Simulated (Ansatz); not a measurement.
SrMg₂Bi₂:
```
CELL_PARAMETERS angstrom
      4.81547     0.00000     0.00000
     -2.40773     4.17032     0.00000
      0.00000     0.00000     7.99145
ATOMIC_POSITIONS crystal
  Sr 0.00000 0.00000 0.00000
  Mg 0.66667 0.33333 0.37458
  Mg 0.33333 0.66667 0.62542
  Bi 0.66667 0.33333 0.74563
  Bi 0.33333 0.66667 0.25437
```

Relaxed with r²SCAN. Special points in fractions of this cell's reciprocal vectors: Γ (0.000, 0.000, 0.000); M (0.500, 0.000, 0.000); K (0.333, 0.333, 0.000); A (0.000, 0.000, 0.500); L (0.500, 0.000, 0.500); H (0.333, 0.333, 0.500).

Task: List the band energies nearest the valence-band maximum at these points for DFT-r²SCAN in the program Ansatz with PAW potentials.

Result: In eV from the valence-band maximum; about four levels below and three above (degenerate sets whole), none deeper than 8.9 eV; points with the same levels are listed once.

```tsv
k	below	above
Γ	-1.04 -1.04 -0.03 0.00 0.00	1.10 1.50 2.72
M	-2.21 -1.68 -1.57 -1.04	1.24 2.85 2.97
K	-3.08 -1.78 -1.78 -1.68	2.42 3.55 3.55
A	-0.67 -0.67 -0.54 -0.54	1.59 2.18 2.97 2.97
L	-1.81 -1.69 -0.92 -0.85	1.66 1.75 2.35
H	-2.64 -2.37 -1.27 -1.27	2.29 2.29 3.68
```

Space group P-3m1. The first step of the workflow began from a Materials Project structure, measured or hypothetical; the Crystallography Open Database copy checked does not list it. Whether it is the stable phase at ambient conditions was not checked. Symmetry was held in the r²SCAN relaxation; whether a distortion lowers the energy is not shown. Scalar-relativistic: spin–orbit coupling is off unless named, which matters more the heavier the elements.

Potentials: the later of the program's two PAW sets.
